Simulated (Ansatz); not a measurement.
Starting cell, LiF (rock salt):

```
LiF
1.0
    0.00000     2.03393     2.03393
    2.03393     0.00000     2.03393
    2.03393     2.03393     0.00000
F Li
1 1
Direct
  0.00000   0.00000   0.00000
  0.50000   0.50000   0.50000
```

In this cell atom 1 (F, nearest neighbour Li at 2.034 Å; its periodic images, 2.9 Å or more away, move with it) is moved by u·(0.707, 0.707, 0.000) + v·(0.000, 0.000, 1.000); the rest is frozen.

Method: PBE (plane waves to 420 eV, PAW, scalar-relativistic; Ansatz, a program for electronic structure). k mesh 11×11×11 (Γ-centred), Fermi-Dirac smearing 0.05 eV. Fu and Fv are the components of the force on the atom. LiF was relaxed with its symmetry unable to fall. 

**Question.** Predict the Fu (eV/Å) at all points of the grid u = -0.510, -0.340, -0.170, 0.000, 0.170, 0.340, 0.510 by v = -0.510, -0.340, -0.170, 0.000, 0.170, 0.340, 0.510.

**Answer.** Fu (eV/Å), with u across and v down:

```tsv
v \ u	-0.510	-0.340	-0.170	0.000	0.170	0.340	0.510
-0.510	-0.05	-0.25	-0.21	0.00	0.21	0.25	0.05
-0.340	0.63	0.28	0.08	0.00	-0.08	-0.28	-0.63
-0.170	0.98	0.52	0.21	0.00	-0.21	-0.52	-0.98
0.000	1.08	0.59	0.24	0.00	-0.24	-0.59	-1.08
0.170	0.98	0.52	0.21	0.00	-0.21	-0.52	-0.98
0.340	0.63	0.28	0.08	0.00	-0.08	-0.28	-0.63
0.510	-0.05	-0.25	-0.21	0.00	0.21	0.25	0.05
```

(For displaced atoms, the force is minus the slope of the energy, and its curvature is a force constant, which sets phonon frequencies.)
